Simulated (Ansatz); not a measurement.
# Strain and field gradients in Al2Cu

Cell: an entry of the Crystallography Open Database (COD), whose atoms a relaxation with PBE at fixed cell left in place.

```
CELL_PARAMETERS angstrom
-3.03350 3.03350 2.43850
3.03350 -3.03350 2.43850
3.03350 3.03350 -2.43850
ATOMIC_POSITIONS crystal
Al 0.65810 0.15810 0.81620
Al 0.15810 0.34190 0.50000
Al 0.34190 0.84190 0.18380
Al 0.84190 0.65810 0.50000
Cu 0.25000 0.25000 0.00000
Cu 0.75000 0.75000 0.00000
```

Atom numbers follow the list; atoms alike are taken as one site, whose name carries the number of the first.

Method: Kohn–Sham DFT in Ansatz, PBE, plane waves and PAW, scalar-relativistic, 420 eV cutoff, Γ-centred 12×12×12 k-points, Fermi–Dirac smearing 0.05 eV.

The cell is stretched along z (the third Cartesian axis of the run's cell), x and y held, and the ions relax again each time.

| strain along z (%) | Al: V along z (10²¹ V/m²) | Cu: V along z (10²¹ V/m²) |
| --- | --- | --- |
| -3 | 0.47 | -3.68 |
| -2 | 0.53 | -3.39 |
| -1 | ? | ? |
| 0 | 0.61 | -2.80 |
| +1 | 0.63 | -2.48 |
| +2 | 0.65 | -2.18 |
| +3 | 0.68 | -1.88 |

Q: Estimate the row at -1 % from the others.

A: Al: 0.56; Cu: -3.09. Worked for Al: a straight line through the other 6 rows has a slope of 0.033 × 10²¹ V/m² per per cent of strain and gives 0.56 at -1 %, against 0.56 from the run; over all rows the step per per cent runs from 0.054 at the compressed end to 0.030 at the stretched end. Worked for Cu: a straight line through the other 6 rows has a slope of 0.301 × 10²¹ V/m² per per cent of strain and gives -3.08 at -1 %, against -3.09 from the run, so the response is nearly linear here. For ⁶³Cu that is −1.6 MHz of C_Q per per cent.

With no gap above 0.1 eV, as in a metal, the gradients converge slowly in k; expect changes of a tenth or more on a denser mesh.
